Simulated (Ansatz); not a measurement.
Ga2Cu:
```
CELL_PARAMETERS angstrom
      2.81598     0.00000     0.00000
      0.00000     2.81598     0.00000
      0.00000     0.00000     5.73506
ATOMIC_POSITIONS crystal
  Ga 0.50000 0.50000 0.28341
  Ga 0.50000 0.50000 0.71659
  Cu 0.00000 0.00000 0.00000
```

Relaxed with r²SCAN. Special points in fractions of this cell's reciprocal vectors: Γ (0.000, 0.000, 0.000); X (0.000, 0.500, 0.000); M (0.500, 0.500, 0.000); Z (0.000, 0.000, 0.500); R (0.000, 0.500, 0.500); A (0.500, 0.500, 0.500).

List the band energies nearest the Fermi level at these points for r²SCAN in the plane-wave PAW code Ansatz.

In eV from the Fermi level; about four levels below and three above (degenerate sets whole), none deeper than 8.9 eV; points with the same levels are listed once.

```json
[
 {"k": "Γ", "below": "-3.60 -3.60 -3.51 -3.26", "above": "6.84 6.92 6.92"},
 {"k": "X", "below": "-2.60 -2.57 -2.46 -0.66", "above": "2.33 11.20 11.29"},
 {"k": "M", "below": "-2.91 -2.41 -2.41 -1.75", "above": "1.91 2.52 2.70 2.70"},
 {"k": "Z", "below": "-3.61 -3.61 -3.26 -1.40", "above": "1.21 8.02 8.02"},
 {"k": "R", "below": "-3.71 -3.63 -3.48 -2.26", "above": "3.86 4.33 6.49"},
 {"k": "A", "below": "-2.91 -2.14 -1.37 -1.37", "above": "0.32 0.32 1.12"}
]
```

Space group P4/mmm. The workflow started from a Materials Project entry (that database holds measured and hypothetical structures alike); the Crystallography Open Database files this formula in space group No. 123, but the cells were not matched. Its standing as an ambient phase is unchecked. The r²SCAN relaxation kept the symmetry of its start; its stability against distortions is not shown here. No spin polarisation was allowed. Spin–orbit coupling is left out wherever it is not named.

Potentials: the later of the program's two PAW sets.
